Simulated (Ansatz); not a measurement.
Here is the system:

TePb:
```
CELL_PARAMETERS angstrom
      0.00000     3.19017     3.19017
      3.19017     0.00000     3.19017
      3.19017     3.19017     0.00000
ATOMIC_POSITIONS crystal
  Te 0.00000 0.00000 0.00000
  Pb 0.50000 0.50000 0.50000
```

This is the LDA-relaxed structure.

Task: All from LDA in the plane-wave PAW code Ansatz, unless another level is named. Predict the electron effective mass.

Result: 0.094, 0.094, 0.24 mₑ (principal values).

Task: Give the formation energy from the elements (no fitted shifts).

Result: -0.36 eV/atom.

Task: Next, the weight of the conduction-edge state by species (Voronoi cells)?

Result: Pb 62 %, Te 38 %.

Task: And the weight of the valence-edge state by species (Voronoi cells)?

Result: Te 66 %, Pb 34 %.

Space group Fm-3m (rock salt). The cell was relaxed with LDA under the symmetry of its start; of distortions, only those at the zone centre were tested. The references are the lowest solids computed at this level, not always the standard phases. Spin–orbit coupling is left out wherever it is not named.

Potentials: the later of the program's two PAW sets.

Edges and masses are those of Kohn–Sham bands, whose gap is no quasiparticle gap.
